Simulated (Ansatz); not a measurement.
Hf2Ge in space group P6_3/mmc (No. 194; Ge on 2c, Hf on 2a, Hf on 2d) at seven volumes, plane-wave PAW PBE (Ansatz code), shape and atoms relaxed at each. One row is withheld.

```json
[
 {"V (Å³/atom)": "17.466", "P (GPa)": "14.08"},
 {"V (Å³/atom)": "18.042", "P (GPa)": "8.65"},
 {"V (Å³/atom)": "18.617", "P (GPa)": "4.02"},
 {"V (Å³/atom)": "19.193", "P (GPa)": "0.00"},
 {"V (Å³/atom)": "19.769", "P (GPa)": "-3.44"},
 {"V (Å³/atom)": "20.345", "P (GPa)": "?"},
 {"V (Å³/atom)": "20.921", "P (GPa)": "-8.86"}
]
```

### Question
Fit the shown pressures and predict the withheld one.

### Answer
P = (3/2)B₀(x^(7/2) − x^(5/2))[1 + (3/4)(B′ − 4)(x − 1)] with x = (V₀/V)^(2/3). Least squares on the six rows gives V₀ = 19.194 Å³/atom, B₀ = 123 GPa, B′ = 4.12. At V = 20.345, x = 0.9619 and P = -6.35 GPa. The run itself gave -6.37 GPa.

The cell is a constructed one: a structure type filled with these elements; neither database checked (COD, Materials Project) lists it. Whether it is the stable phase at ambient conditions was not checked. Symmetry was held in the PBE relaxation; its stability against distortions is not shown here. No spin polarisation was allowed. Scalar-relativistic: spin–orbit coupling is off unless named, which matters more the heavier the elements.

Potentials: the later of the program's two PAW sets.
